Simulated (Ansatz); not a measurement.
## TeRh: reading a single point

```
Rh Te
1.0
     4.01025    0.00000    0.00000
    -2.00512    3.47298    0.00000
     0.00000    0.00000    5.68872
Rh Te
2 2
Direct
  0.00000 0.00000 0.00000
  0.00000 0.00000 0.50000
  0.33333 0.66667 0.25000
  0.66667 0.33333 0.75000
```

The numbers come from plane-wave PAW DFT (Ansatz): LDA, non-collinear spin, 420 eV, 10×10×6 Γ-centred k points, fermi-dirac occupations (width 0.1204 eV). Nothing was relaxed.

The state carries no moments; the state need not be the lowest.

Q: What is the formation energy?

A: -0.31 eV an atom against the elements' usual phases (free molecules for gases, crystals otherwise, with no correction for O₂ or N₂), so it is bound against them; other compounds may still compete. Relaxing would lower it.

Q: What happens at the Fermi level?

A: It is a metal, with about 2.5 states/eV a cell as the mean within 0.25 eV of the Fermi level, mostly Rh d (58 %) and Te p (30 %).

Q: Is the cell too large or too small?

A: The pressure is -5.0 GPa (compression positive), so with the atoms held at these fractions the cell would first shrink. The principal stresses -6.5, -4.3, -4.3 GPa differ, so its shape would change too.

Q: Give the Bader charges.

A: Bader charges in e: Te +0.27, Rh -0.27. In the mean Te gives up most and Rh takes most.

Q: Are the atoms at rest?

A: The forces vanish by the symmetry of the sites.

Origin: a database entry at a rescaled volume.
